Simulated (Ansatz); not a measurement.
The elements of this relaxed trial crystal are hidden behind letters.

```
lattice vectors (Å)
   3.7269    0.0000    0.0000
   0.0000    5.8086    0.0000
   0.0000    0.0000    4.7550
fractional positions
X 0.0000 0.5000 0.0277
Z 0.0000 0.7386 0.5485
Z 0.0000 0.2614 0.5485
Z 0.5000 0.2065 0.1392
Z 0.5000 0.7935 0.1392
Q 0.5000 0.5000 0.5012
Q 0.5000 0.0000 0.5716
Q 0.0000 0.0000 0.9301
```

These are results of DFT PBE, scalar-relativistic, plane waves, PAW (Ansatz), not measurements. Settings of the last relaxation (8-atom cell): 420 eV, 10×8×8 k points, Gaussian smearing of 0.10 eV, no spin polarisation.

* Space group: Pmm2 (No. 25)
* Conventional cell: a = 3.727 Å, b = 5.809 Å, c = 4.755 Å
* Volume per atom: 12.87 Å³
* Density: 5.42 g/cm³
* Energy over the elements: −0.38 eV/atom
* Gap on the 10×8×8 mesh of the 8-atom cell: 0 eV (a metal)

Energies are uncorrected and count from the elements' standard states at the same level.

Question: X is a d-block element of period 4, Z is a p-block element of period 3 and Q is a d-block element of period 4. Which elements are they?

Answer: X = Ti, Z = Si, Q = Ni, so the formula is TiSi4Ni3. Density times volume gives a mean mass of 5.42 × 12.87/1.6605 = 42.0 u per atom, and this set has 42.0 u. Ti is surrounded by 6 Si at 2.58–2.67 Å, 2 Si at 2.84 Å, 4 Ni at 2.92–2.94 Å and 2 Ni at 3.12 Å; around Si on its first site lie 5 Ni at 2.33–2.41 Å, 1 Ti at 2.67 Å, 3 Si at 2.71–2.77 Å and 1 Ti at 2.84 Å; Ni on its first site has 6 Si at 2.33–2.42 Å, 2 Ti at 2.92 Å, 2 Ni at 2.92 Å and 2 Ti at 3.12 Å; 3 more sites not described. Other sets within the hints have nearly the same mass, so mass alone doesn't settle it; this one was computed.

Trial moments died out on the coarse mesh, so the last step has no spin; another magnetic start might hold. A structure relaxed within its symmetry needn't be a true minimum.
